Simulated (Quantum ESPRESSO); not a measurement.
Band energies of MgTe

```
MgTe
1.0
    4.56264     0.00000     0.00000
   -2.28132     3.95137     0.00000
    0.00000     0.00000     7.40413
Mg Te
2 2
Direct
  0.33333   0.66667   0.99643
  0.66667   0.33333   0.49643
  0.33333   0.66667   0.37357
  0.66667   0.33333   0.87357
```

PBE (stringent potentials; pw.x of Quantum ESPRESSO, ONCV potentials, no spin-orbit coupling); path ΓMKΓALHA,LM,KH; energies in eV from the valence-band maximum.

| k (1/Å) | point | band 30 | band 31 | band 32 | band 33 | band 34 | band 35 | band 36 | band 37 |
|---|---|---|---|---|---|---|---|---|---|
| 0.00 | Γ | -0.52 | -0.52 | -0.03 | -0.03 | 0.00 | 2.50 | 2.97 | 5.28 |
| 0.23 |  | -1.19 | -0.77 | -0.70 | -0.10 | -0.10 | 3.24 | 3.61 | 4.99 |
| 0.57 |  | -2.37 | -2.15 | -1.15 | -0.66 | -0.38 | 3.34 | 3.96 | 4.52 |
| 0.80 | M | -2.64 | -1.99 | -1.26 | -1.02 | -0.47 | 3.15 | 3.89 | 4.29 |
| 0.91 |  | -2.62 | -1.97 | -1.40 | -1.04 | -0.62 | 3.44 | 4.02 | 4.29 |
| 1.25 | K | -2.59 | -2.39 | -1.43 | -1.43 | -1.39 | 3.54 | 5.75 | 5.75 |
| 1.60 |  | -2.33 | -2.08 | -1.48 | -0.80 | -0.65 | 4.25 | 4.66 | 4.92 |
| 1.94 |  | -1.16 | -0.90 | -0.60 | -0.14 | -0.10 | 3.27 | 3.67 | 4.90 |
| 2.17 | Γ | -0.52 | -0.52 | -0.03 | -0.03 | 0.00 | 2.50 | 2.97 | 5.28 |
| 2.28 |  | -0.50 | -0.50 | -0.25 | -0.05 | -0.05 | 2.73 | 3.01 | 5.28 |
| 2.60 | A | -2.02 | -0.29 | -0.29 | -0.29 | -0.29 | 3.47 | 3.47 | 5.54 |
| 2.89 |  | -2.20 | -0.89 | -0.89 | -0.51 | -0.51 | 4.07 | 4.07 | 4.98 |
| 3.09 |  | -2.72 | -1.01 | -1.01 | -0.74 | -0.74 | 3.60 | 3.60 | 4.78 |
| 3.39 | L | -3.20 | -0.91 | -0.91 | -0.90 | -0.90 | 3.23 | 3.23 | 4.27 |
| 3.74 |  | -3.02 | -1.84 | -1.84 | -0.65 | -0.65 | 3.85 | 3.85 | 5.19 |
| 3.85 | H | -2.99 | -1.96 | -1.96 | -0.63 | -0.63 | 3.91 | 3.91 | 5.16 |
| 4.03 |  | -2.98 | -1.72 | -1.72 | -0.69 | -0.69 | 3.90 | 3.90 | 5.27 |
| 4.31 |  | -2.55 | -1.07 | -1.07 | -0.80 | -0.80 | 4.20 | 4.20 | 5.03 |
| 4.58 |  | -2.06 | -0.61 | -0.61 | -0.39 | -0.39 | 3.94 | 3.94 | 4.99 |
| 4.77 | A | -2.02 | -0.29 | -0.29 | -0.29 | -0.29 | 3.47 | 3.47 | 5.54 |
| 4.77 | L | -3.20 | -0.91 | -0.91 | -0.90 | -0.90 | 3.23 | 3.23 | 4.27 |
| 5.09 |  | -2.72 | -1.87 | -1.23 | -0.93 | -0.50 | 3.19 | 3.52 | 4.63 |
| 5.19 | M | -2.64 | -1.99 | -1.26 | -1.02 | -0.47 | 3.15 | 3.89 | 4.29 |
| 5.19 | K | -2.59 | -2.39 | -1.43 | -1.43 | -1.39 | 3.54 | 5.75 | 5.75 |
| 5.30 |  | -2.67 | -2.36 | -1.44 | -1.30 | -1.30 | 3.66 | 5.29 | 5.29 |
| 5.62 | H | -2.99 | -1.96 | -1.96 | -0.63 | -0.63 | 3.91 | 3.91 | 5.16 |

The PBE gap is direct, 2.50 eV at Γ.

Without spin-orbit coupling, band edges of such heavy elements can be off by tenths of an eV.

Geometry relaxed with PBEsol.
